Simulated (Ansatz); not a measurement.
Input:

MgO:
```cif
data_Mg4O4
_chemical_formula_sum 'O4 Mg4'
_space_group_name_H-M_alt 'Fm-3m'
_space_group_IT_number 225
_space_group_name_Hall '-F 4 2 3'
_cell_length_a 4.20422
_cell_length_b 4.20422
_cell_length_c 4.20422
_cell_angle_alpha 90.000
_cell_angle_beta 90.000
_cell_angle_gamma 90.000
loop_
_atom_site_label
_atom_site_type_symbol
_atom_site_symmetry_multiplicity
_atom_site_Wyckoff_symbol
_atom_site_fract_x
_atom_site_fract_y
_atom_site_fract_z
_atom_site_occupancy
O1 O 4 a 0.00000 0.00000 0.00000 1
Mg1 Mg 4 b 0.50000 0.50000 0.50000 1
```
(The calculation used a cell of 2 atoms; values per cell refer to that cell.)

This is the r²SCAN-relaxed structure.

**Question.** All from r²SCAN (plane waves, PAW; program Ansatz), unless another level is named. Predict the hole effective mass, band 1 of 3 at the edge.

**Answer.** 2.1 along [100], 5.3 along [110], 3.5 along [111] (mₑ).

**Question.** Next, the HSE06 gap on the r²SCAN cell?

**Answer.** 6.54 eV.

**Question.** Give the band gap.

**Answer.** 5.69 eV (direct).

The r²SCAN relaxation kept the symmetry of its start.

Potentials: the later of the program's two PAW sets.
